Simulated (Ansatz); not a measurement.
NaF:
```
NaF
1.0
    0.00000     2.29753     2.29753
    2.29753     0.00000     2.29753
    2.29753     2.29753     0.00000
Na F
1 1
Direct
  0.00000   0.00000   0.00000
  0.50000   0.50000   0.50000
```

Relaxed with r²SCAN. Special points in fractions of this cell's reciprocal vectors: Γ (0.000, 0.000, 0.000); X (0.500, 0.000, 0.500); U (0.625, 0.250, 0.625); K (0.375, 0.375, 0.750); L (0.500, 0.500, 0.500); W (0.500, 0.250, 0.750).

### Question
List the band energies nearest the valence-band maximum at these points for r²SCAN (plane waves, PAW; program Ansatz).

### Answer
In eV from the valence-band maximum; about four levels below and three above (degenerate sets whole), none deeper than 8.9 eV; … stands for higher levels left out; points with the same levels are listed once.

```tsv
k	below	above
Γ	0.00 0.00 0.00	7.28 …
X	-1.30 -0.42 -0.42	14.19 …
U	-1.08 -0.85 -0.38	13.85 …
L	-1.61 -0.27 -0.27	11.79 …
W	-0.89 -0.89 -0.58	…
```

Space group Fm-3m (rock salt). The cell was relaxed with r²SCAN under the symmetry of its start.

Potentials: the earlier of the program's two PAW sets. The files were generated under PBE; for other functionals the program regenerates the frozen cores, and for LDA and PBEsol the local potential too.
